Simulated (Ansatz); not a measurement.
InP:
```yaml
crystal:
  lattice:
    - [0.00000, 2.95331, 2.95331]
    - [2.95331, 0.00000, 2.95331]
    - [2.95331, 2.95331, 0.00000]
  atoms:
    - { symbol: P, position: [0.75000, 0.75000, 0.75000] }
    - { symbol: In, position: [0.00000, 0.00000, 0.00000] }
```

The program Ansatz at the r²SCAN level (PAW) gives a gap of 1.03 eV without spin–orbit coupling, maximum at Γ, minimum at Γ.

Problem. What happens when spin–orbit coupling is switched on?

Solution. The gap decreases by 0.03 eV, to 1.00 eV; maximum at Γ, minimum at Γ.

Problem. How large is the spin–orbit splitting of the valence top at Γ?

Solution. The fourfold level lies 0.09 eV above the split-off pair.

Problem. Give the electron effective mass with spin–orbit coupling.

Solution. 0.074 mₑ (isotropic).

Space group F-43m (zinc blende). Symmetry was held in the r²SCAN relaxation; of distortions, only those at the zone centre were tested.

Potentials: the later of the program's two PAW sets.
